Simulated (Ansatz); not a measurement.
Computed with DFT PBE, scalar-relativistic, plane waves, PAW (Ansatz). Settings: cutoff 420 eV, Γ-centred meshes spaced at most about 0.3 Å⁻¹, and about 0.25 Å⁻¹ or finer for metals (2π included), Gaussian smearing. No spin polarisation in the final relaxations.

All energies are static (0 K, no zero-point motion).

Two forms of Si₃C were relaxed alike.

1. Space group P-6m2 (No. 187), hexagonal, a = 2.905 Å, c = 6.547 Å. Si on a site of symmetry 3m has 3 C at 2.07 Å, 1 Si at 2.44 Å and 3 Si at 2.65 Å; around Si on a site of symmetry -6m2 lie 6 Si at 2.65 Å, 6 Si at 2.90 Å and 2 C at 3.27 Å; C has 6 Si at 2.07 Å, 6 C at 2.90 Å and 2 Si at 3.27 Å.

2. Space group P6/mmm (No. 191), hexagonal, a = 2.581 Å, c = 8.901 Å. Around Si on a site of symmetry 6mm lie 1 C at 1.88 Å and 7 Si at 2.57–2.58 Å; Si on a site of symmetry 6/mmm is surrounded by 8 Si at 2.57–2.58 Å; around C lie 2 Si at 1.88 Å.

Question: Which would you expect to be lower, and how large is the difference?

Answer: Cell 1 is lower, by 285 meV/atom. Cell 1 has space group P-6m2 (No. 187), 12.0 Å³/atom and no gap on its mesh; cell 2 has space group P6/mmm (No. 191), 12.8 Å³/atom and no gap. Counting Si atoms around C (those within 1.25 times the shortest such distance or 1.15 times the sum of covalent radii), cell 1 has C 6 and cell 2 has C 2. Cell 1 holds Si–Si pairs (shortest 2.44 Å); in cell 2 the shortest Si–Si distance is 2.57 Å, near bonding range too. The denser one is the lower, and pressure would at first widen the difference. Even the lower one lies +0.71 eV/atom against the reference forms of the elements (uncorrected), so neither is stable at this level. Both come from invented guesses.

With atoms moved at random, P6/mmm came back. Other cells relaxed within their symmetry can be saddle points.
